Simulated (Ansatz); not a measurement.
# Run record: elastic constants by finite strains of CdSe (F-43m)

Level of theory: r²SCAN, PAW on Ansatz 0.2.0's default frozen-core files (fitted under PBE), scalar-relativistic.

The cell comes from a PAW relaxation under the same functional.

The structure is one entry of a database and needn't be the stable phase.

Command line:

```sh
ansatz run input.yaml --threads 1 --pin off --max-ram 2560MiB --backend cpu --events-out ev --progress --plain --runs-dir out
```

Input file:

```yaml
crystal:
  lattice:
    - [0.0, 3.06678114112, 3.06678114112]
    - [3.06678114112, 0.0, 3.06678114112]
    - [3.06678114112, 3.06678114112, 0.0]
  atoms:
    - { symbol: Cd, position: [0.0, 0.0, 0.0] }
    - { symbol: Se, position: [0.75, 0.75, 0.75] }
kpoints:
  mp_grid: { grid: [8, 8, 8] }
scf:
  occupations: { method: fixed }
hamiltonian:
  xc: r2scan
  pseudopotentials: { kind: paw }
elastic:
  mode: relaxed_ion
  stencil: two_point
  amplitude: 0.005
```

Output:

```
Warning: RAYON_NUM_THREADS=1 ignored (pool sized by the plan → 1); use --threads N
Engine: ansatz 0.2.0, aarch64-unknown-linux-gnu
Pseudopotentials: kind: paw
Pseudopotential: Cd, paw, valence charge 20, recommended cutoff 500 eV (meta_gga), Cd.paw.azcp
Pseudopotential: Se, paw, valence charge 16, recommended cutoff 500 eV (meta_gga), Se.paw.azcp
Functional definition: r2SCAN
  parameter k0 = 0.174
  parameter k1 = 0.065
  parameter a1 = 4.9479
  exchange = r2scan_x(k0 = k0, k1 = k1, a1 = a1)
  correlation = r2scan_c
Crystal: 2 atoms, lattice volume = 57.687 Å³
Basis set: ecut = 500 eV, 1459 PW (Γ), exchange–correlation on 128×128×128 points (64 copies of the dense FFT grid, shifted against one another)
Bands: 22, of which v1, the nominal top of the filled ones, is band 18 counted from 1 (17 counted from 0)
Symmetry: 24 space group operations
Space group: F-43m (ITA 216), of the structure as read, at distance tolerance 3.9e-5 Å
k-points: 29 of 512 (time reversal used)
Non-local potential: Cd, projectors of the file, l = 0: 3, l = 1: 2, l = 2: 2, l = 3: 1
Non-local potential: Se, projectors of the file, l = 0: 2, l = 1: 2, l = 2: 3, l = 3: 1
PAW form: soft (Blöchl's): semilocal exchange-correlation on the pseudo side does not see the compensation charge
PAW frozen core: Cd, regenerated for the run's functional (the file was generated under x = pbe(κ = 0.804, μ = 0.2195149727645171), c = pbe(β = 0.06672455060314922))
PAW frozen core: Se, regenerated for the run's functional (the file was generated under x = pbe(κ = 0.804, μ = 0.2195149727645171), c = pbe(β = 0.06672455060314922))
PAW one-centre angular grid: Cd, 590 points (default); XC on 160 Gauss nodes
PAW one-centre angular grid: Se, 590 points (default); XC on 160 Gauss nodes
Initial density: superposition of atomic densities (neutral atoms: chi_scale 0, normalization atom), corrected by the library's trained network
Initial wavefunctions: pseudopotential atomic-orbital guess
[... 139 lines left out ...]
  E_vtau       = 22.524230  (kinetic-family band-sum trace: ∫τ·v_τ [+ j·A + Jᵃ·Aᵃ] dr)
  E_ewald      = -4132.984425
  E_core_change = -2.329541  (= ΣΔE_core)
  E_smearing   = -0.000000  (= −TS)
  E_closure    = 0.000000  (closes the sum)
  Σ components = -13747.836048   (vs F -13747.836048, Δ=0.00e0)
--- Forces (eV/Å), atoms counted from 1 ---
  atom   1  Cd    -0.00000000     0.00000000     0.00000000
  atom   2  Se     0.00000000    -0.00000000     0.00000000
  max |Σ_I F_I| component: 1.20e-16 eV/Å
--- Stress (GPa, compression-positive) ---
       -0.000886      -0.000000      -0.000000
       -0.000000      -0.000886       0.000000
       -0.000000       0.000000      -0.000886
  P = ⅓ Tr σ = -0.0009 GPa (-0.009 kbar)
--- Elastic constants: 2 strain directions × 2 members + reference (group order 24) ---
  dense FFT box of the reference and of every strained cell: 32×32×32
  strains applied: 11, 23; error gains: componentwise 1.00 (the most a stress slope's error grows in a printed constant), spectral 1.73 (1 for all six strains in a standard setting)
  C = ∂σ_k/∂η_j (tension-positive GPa; Voigt order 11 22 33 23 13 12):
        62.978     45.880     45.880      0.000      0.000     -0.000
        45.880     62.978     45.880      0.000     -0.000     -0.000
        45.880     45.880     62.978      0.000      0.000     -0.000
        -0.000      0.000      0.000     22.488      0.000     -0.000
        -0.000     -0.000      0.000     -0.000     22.488      0.000
        -0.000      0.000     -0.000      0.000      0.000     22.488
  reference stress σ⁰ (GPa):      0.001      0.001      0.001     -0.000      0.000     -0.000
  C* (energy form; C + prestress term) asymmetry max|C*_kj − C*_jk| = 2.132e-14 GPa — a small one proves nothing (zero by symmetry where the batch's group is 432, −43m or m−3m); a large one is finite-difference/SCF noise where ...
  moduli (Voigt/Reuss/Hill, GPa): K = 51.58/51.58/51.58   G = 16.91/13.61/15.26   E = 41.67   ν = 0.365
  mechanically stable: yes (min eigenvalue of sym C = 17.10 GPa)
  strain η (Voigt 11):  stress-route row diagonal C_11 = 62.98 GPa, energy-path curvature d²(F+E_count+ΔE)/dδ²/Ω₀ = 62.98 GPa
         δ    σ_11 (GPa)             F (eV)   n_scf  n_hpsi   n_pw
    -5.000e-3      -0.3155      -13747.8357629      10   27716   1470   relax 0 steps, max|allowed force component| 7.98e-17 eV/Å
     5.000e-3       0.3142      -13747.8357650       8   23442   1492   relax 0 steps, max|allowed force component| 4.16e-17 eV/Å
  strain η (Voigt 23):  stress-route row diagonal C_44 = 22.49 GPa, energy-path curvature d²(F+E_count+ΔE)/dδ²/Ω₀ = 22.49 GPa
         δ    σ_23 (GPa)             F (eV)   n_scf  n_hpsi   n_pw
    -5.000e-3      -0.1124      -13747.8359494       2   16571   1478   relax 3 steps, max|allowed force component| 1.78e-7 eV/Å
     5.000e-3       0.1124      -13747.8359494       2   16546   1478   relax 2 steps, max|allowed force component| 9.99e-6 eV/Å
```

The calculation finished and met its thresholds.

Elastic constants:

Elastic constants of a crystal by Kohn-Sham DFT: slopes of the stress over finite engineering strains of the given cell, Voigt indices, Cartesian axes as in the input.

| Property | Result |
| --- | --- |
| Pressure at rest | -0.001 GPa |
| Least elastic eigenvalue | 17.1 GPa |
| Elastically stable | yes |

| index | elastic (GPa) |
| --- | --- |
| 11 | 62.98 |
| 12 | 45.88 |
| 44 | 22.49 |

Elastic moduli:

Hill averages of a grain aggregate, Debye temperature from the mean sound speed over directions.

```json
{
 "Bulk modulus": "51.58 GPa",
 "Shear modulus": "15.26 GPa",
 "Young modulus": "41.67 GPa",
 "Poisson ratio": "0.3653",
 "Bulk over shear modulus": "3.38",
 "Elastic anisotropy index": "1.213",
 "Least young modulus": "24.3 GPa",
 "Largest young modulus": "58.9 GPa",
 "Longitudinal sound speed": "3613 m/s",
 "Transverse sound speed": "1664 m/s",
 "Elastic debye temperature": "179.8 K",
 "Linear compressibility (x, y, z)": "6.463, 6.463, 6.463 1/TPa",
 "Zener ratio": "2.63",
 "Cauchy pressure": "23.39 GPa"
}
```

Strained cells:

Stress of each strained cell less that at rest, tension positive.

| strain component | strain | stress xx (GPa) | stress yy (GPa) | stress zz (GPa) | stress yz (GPa) | stress xz (GPa) | stress xy (GPa) | relaxation steps |
| --- | --- | --- | --- | --- | --- | --- | --- | --- |
| xx | -0.005 | -0.3164 | -0.2331 | -0.2331 | 0 | 0 | 0 | 0 |
| xx | 0.005 | 0.3133 | 0.2257 | 0.2257 | 0 | 0 | 0 | 0 |
| yz | -0.005 | 0.0004 | 0.0001 | 0.0001 | -0.1124 | 0 | 0 | 3 |
| yz | 0.005 | 0.0004 | 0.0001 | 0.0001 | 0.1124 | 0 | 0 | 2 |

Caveats: frozen-core PAW files fitted under PBE, their cores solved anew for the functional of the run; constants at zero field, no piezoelectric stiffening.

It took 4 min on 1 thread of Arm Neoverse V2 (shared host), peak memory 0.58 GiB.
